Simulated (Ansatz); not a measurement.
PbSe:
```xyz
4
Lattice="4.3837 0.0000 0.0000 0.0000 4.4163 0.0000 0.0000 0.0000 32.0000" Properties=species:S:1:pos:R:3 pbc="T T F"
Pb     2.1919     0.0516    17.4197
Pb     0.0000     2.2597    14.5803
Se     0.0000     2.1254    17.3673
Se     2.1919     4.3335    14.6327
```
Free-standing layer in the xy plane with vacuum along z and no interaction between images.

Relaxed with r²SCAN+D4.

All from r²SCAN+D4 in the plane-wave PAW code Ansatz, unless another level is named. Give the electron effective mass, in the valley on the Y–Γ line, 14 % of the way from Y.

0.14 along x, 0.17 along y (mₑ).

Give the HSE06 gap on the r²SCAN+D4 cell.

1.94 eV.

Next, the electron effective mass with spin–orbit coupling, in the valley off the standard path, at k = (-0.014, 0.415, 0.000)?

0.098 along x, 0.19 along y (mₑ).

Predict the ionisation potential (Kohn–Sham).

4.65 eV.

Space group Pmn2_1 (puckered). The layer was cut from a bulk entry of the Materials Project (measured or hypothetical); whether that bulk phase is the ambient one, and whether the layer has been isolated, was not checked. The r²SCAN+D4 relaxation kept the symmetry of its start; whether a distortion lowers the energy is not shown. Spin–orbit coupling is left out wherever it is not named.

Potentials: the later of the program's two PAW sets.
